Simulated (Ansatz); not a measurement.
La (dhcp (α-La type)), relaxed and computed with several functionals in Ansatz (plane waves, PAW).

| functional | a (Å) | c (Å) | V (Å³/atom) |
|---|---|---|---|
| r²SCAN | 3.775 | 12.063 | 37.22 |
| PBE+D3(BJ) | 3.662 | 11.796 | 34.25 |
| LDA | 3.584 | 11.561 | 32.16 |
| PBEsol | 3.649 | 11.757 | 33.89 |
| PBE | 3.764 | 12.100 | 37.12 |
| r²SCAN+D4 | 3.762 | 11.979 | 36.71 |

All cells were relaxed under the symmetry of their starts (and spin orders); stability against distortions was not tested throughout. Scalar-relativistic: spin–orbit coupling is off unless named, which matters more the heavier the elements.

Potentials: the earlier of the program's two PAW sets. The files were generated under PBE; for other functionals the program regenerates the frozen cores, and for LDA and PBEsol the local potential too.

Ansatz (a quantum-chemistry and plane-wave program) is a plane-wave DFT program.
